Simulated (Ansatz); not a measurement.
NbSn: from a first guess to the relaxed L11 type

First guess:

```
CELL_PARAMETERS angstrom
1.46175 -0.84394 4.77503
0.00000 1.68788 4.77503
-1.46175 -0.84394 4.77503
ATOMIC_POSITIONS crystal
Nb 0.00000 0.00000 0.00000
Sn 0.50000 0.50000 0.50000
```

Computed with Ansatz 0.2.0, DFT, PBE, PAW with Ansatz's default frozen-core files, scalar-relativistic.

Cell and atoms relax within the symmetry of the start on a 16×16×16 k mesh with 0.03 eV Fermi–Dirac smearing.

The start is built from a prototype, known or not as a phase of this compound; the cutoff is 420 eV.

Spin polarisation is left out, and whether a magnetic state lies lower isn't shown here.

No spin–orbit coupling, which matters for the heavy atoms here.

Task: What is the pressure of the first guess?

Result: 25.3 GPa.

Task: What does it relax to?

Result: a = 3.145 Å, b = 3.145 Å, c = 14.274 Å, α = 90.00°, β = 90.00°, γ = 120.00° (conventional cell), 20.38 Å³ per atom:
Space group R-3m:H (No. 166). a = 3.145 Å, b = 3.145 Å, c = 14.274 Å, α = 90.00°, β = 90.00°, γ = 120.00°
```csv
atom,site,symmetry,x,y,z
Nb,3a,-3m,0.0000,0.0000,0.0000
Sn,3b,-3m,0.6667,0.3333,0.8333
```

Task: How much energy does the relaxation release?

Result: 226 meV/atom.
